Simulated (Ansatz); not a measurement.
This cell of KTaO3 (cubic perovskite) is off equilibrium:

```xyz
5
Lattice="4.0244 0.0000 0.0000 0.0000 4.0244 0.0000 0.0000 0.0000 4.0244" Properties=species:S:1:pos:R:3 pbc="T T T"
K     -0.2150    -0.2150     0.0000
Ta     2.0122     2.0122     2.0122
O      0.0000     2.0122     2.0122
O      2.0122     2.0122     0.0000
O      2.0122     0.0000     2.0122
```

Level of theory: PBE (plane waves to 420 eV, PAW, scalar-relativistic; Ansatz, a program for electronic structure). k mesh 7×7×7 (Γ-centred), Fermi-Dirac smearing 0.05 eV. The energy includes the smearing's −TS. Compression counts positive. KTaO3 is run without spin polarisation. KTaO3 was relaxed with its symmetry unable to fall. Spin-orbit coupling is left out, though Ta is heavy.

Problem. Predict the force on every atom, in eV/Å.

Solution. 
```csv
atom,Fx,Fy,Fz
K1,0.930,0.930,0.000
Ta2,-0.499,-0.499,0.000
O3,-0.145,-0.099,0.000
O4,-0.187,-0.187,0.000
O5,-0.099,-0.145,0.000
```

Problem. Give the stress tensor in GPa and the pressure.

Solution. 
```
   1.26     1.58     0.00
   1.58     1.26     0.00
   0.00     0.00     1.57
```
The pressure, a third of the trace, is 1.36 GPa.

Problem. In it atom 1 sits (-0.215, -0.215, 0.000) Å away from its relaxed site. What is its energy relative to the relaxed cell?

Solution. 187 meV/cell.

(For displaced atoms, the force is minus the slope of the energy, and its curvature is a force constant, which sets phonon frequencies.)
